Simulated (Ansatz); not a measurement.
Relaxed LaOF (space group R-3m):

```
CELL_PARAMETERS angstrom
      3.97680     2.29601    13.21818
     -1.98840     1.14800     6.60909
      0.00000    -2.29601     6.60909
ATOMIC_POSITIONS crystal
  La 0.37117 0.74234 0.74234
  La 0.87117 0.74234 0.74234
  La 0.12883 0.25766 0.25766
  La 0.62883 0.25766 0.25766
  O  0.31138 0.62276 0.62276
  O  0.81138 0.62276 0.62276
  O  0.18862 0.37724 0.37724
  O  0.68862 0.37724 0.37724
  F  0.43536 0.87072 0.87072
  F  0.93536 0.87072 0.87072
  F  0.06464 0.12928 0.12928
  F  0.56464 0.12928 0.12928
```

The atoms are displaced by Q × the pattern below (from a DFPT mode at L = (0.5, 0.0, 0.0), largest move 1; Q in Å), at fixed cell. (q is in reciprocal vectors of the primitive cell; the cell shown is doubled to hold the pattern.)

```json
[
 {"atom": "La1", "x": "0.106", "y": "0.061", "z": "0.992"},
 {"atom": "La2", "x": "-0.106", "y": "-0.061", "z": "-0.992"},
 {"atom": "La3", "x": "0.106", "y": "0.061", "z": "0.992"},
 {"atom": "La4", "x": "-0.106", "y": "-0.061", "z": "-0.992"},
 {"atom": "O5", "x": "0.101", "y": "0.059", "z": "0.583"},
 {"atom": "O6", "x": "-0.101", "y": "-0.059", "z": "-0.583"},
 {"atom": "O7", "x": "0.101", "y": "0.059", "z": "0.583"},
 {"atom": "O8", "x": "-0.101", "y": "-0.059", "z": "-0.583"},
 {"atom": "F9", "x": "-0.209", "y": "-0.121", "z": "-0.030"},
 {"atom": "F10", "x": "0.209", "y": "0.121", "z": "0.030"},
 {"atom": "F11", "x": "-0.209", "y": "-0.121", "z": "-0.030"},
 {"atom": "F12", "x": "0.209", "y": "0.121", "z": "0.030"}
]
```

Computed with LDA (plane waves to 420 eV, PAW, scalar-relativistic; Ansatz, a program for electronic structure). k mesh 5×10×10 (Γ-centred), Fermi-Dirac smearing 0.05 eV. E stands for the smeared free energy. LaOF is run without spin polarisation. LaOF was relaxed with its symmetry unable to fall. ΔE is measured from the undisplaced structure.

| Q (Å) | ΔE (meV/cell) | −dE/dQ from forces (eV/Å) |
|---|---|---|
| -0.280 | ___ | 12.570 |
| -0.233 | ___ | 10.295 |
| -0.187 | ___ | 8.117 |
| -0.140 | 418 | 6.017 |
| -0.093 | 185 | 3.978 |
| -0.047 | 46 | 1.979 |
| 0.000 | 0 | 0.000 |
| 0.047 | 46 | -1.979 |
| 0.093 | 185 | -3.978 |
| 0.140 | 418 | -6.017 |
| 0.187 | ___ | -8.117 |
| 0.233 | ___ | -10.295 |
| 0.280 | ___ | -12.570 |

### Question
Complete the blanks.

### Answer

- -0.280, ΔE (meV/cell): 1710
- -0.233, ΔE (meV/cell): 1177
- -0.187, ΔE (meV/cell): 748
- 0.187, ΔE (meV/cell): 748
- 0.233, ΔE (meV/cell): 1177
- 0.280, ΔE (meV/cell): 1710

(For displaced atoms, the force is minus the slope of the energy, and its curvature is a force constant, which sets phonon frequencies.)
